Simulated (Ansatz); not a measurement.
VGe$_{2}$ in space group P6_222 (No. 180; V on 3c, Ge on 6i) under volume change, r²SCAN in the plane-wave PAW code Ansatz, shape and atoms relaxed at each volume.

```tsv
V (Å³/atom)	E − E(relaxed) (meV/atom)	P (GPa)
13.140	…	…
13.574	26.3	10.29
14.007	6.2	4.71
14.440	0.0	0.00
14.873	…	…
15.306	20.8	-7.21
15.740	43.9	-9.83
```

### Question
Some entries are withheld; supply them.

### Answer

- 14.873, E − E(relaxed) (meV/atom): 5.5
- 14.873, P (GPa): -3.97
- 13.140, E − E(relaxed) (meV/atom): 62.8
- 13.140, P (GPa): 16.91

### Question
What does a third-order Birch–Murnaghan fit give for V₀, B₀ and B′?

### Answer
V₀ = 14.44 Å³/atom, B₀ = 142 GPa, B′ = 5.0.

The first step of the workflow began from a Materials Project structure, measured or hypothetical; the Crystallography Open Database copy checked does not list it. Whether it is the stable phase at ambient conditions was not checked. The r²SCAN relaxation kept the symmetry of its start; its stability against distortions is not shown here. Magnetic state: ferromagnetic, the only order run, not a proven ground state. Other orbital occupations within this spin state were not tried.

Potentials: the later of the program's two PAW sets.
